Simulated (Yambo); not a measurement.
G0W0@LDA for KNH₂ (space group P2_1/m, No. 11) in Yambo. Reference settings: 4×4×2 Γ-centred k mesh, 148 bands and a 7 Ry block in the screening, 148 bands in G with the Bruneval-Gonze terminator, plasmon pole fitted at 27.2 eV. The LDA gap Γ → Γ on this mesh is 1.94 eV; G0W0 gaps are taken between the same points.

Gap (Γ → Γ) in eV against the number of bands and the screening block, terminator on:

```
bands (W and G)   2 Ry   3 Ry   4 Ry   6 Ry   7 Ry
---------------  -----  -----  -----  -----  -----
35               4.335  4.323  4.336  4.376  4.395
55               4.072  4.087  4.151  4.231  4.260
82               3.987  4.002  4.091  4.198  4.233
115              3.953  3.964  4.062  4.182  4.222
148              3.939  3.947  4.050  4.180  4.222
```

Rough cost of the Yambo step against the reference (shared machines):

| bands (W and G) | 2 Ry | 3 Ry | 4 Ry | 6 Ry | 7 Ry |
|---|---|---|---|---|---|
| 35 | 1/7 | 1/7 | 1/7 | 1/6 | 1/6 |
| 55 | 1/4 | 1/4 | 1/4 | 1/3 | 1/3 |
| 82 | 1/2 | 1/2 | 1/2 | 1/2 | ~1 |
| 115 | ~1 | ~1 | ~1 | ~1 | ~1 |
| 148 | ~1 | ~1 | ~1 | ~1 | 1 |

At the largest block the last step in bands moves the gap by 0.000 eV; at the most bands the last step in the block moves it by 0.042 eV.

Geometry of the Materials Project entry, not relaxed at this level; primitive cell a = 4.5476 Å, b = 3.7393 Å, c = 6.1855 Å, α = γ = 90.00°, β = 95.31°.
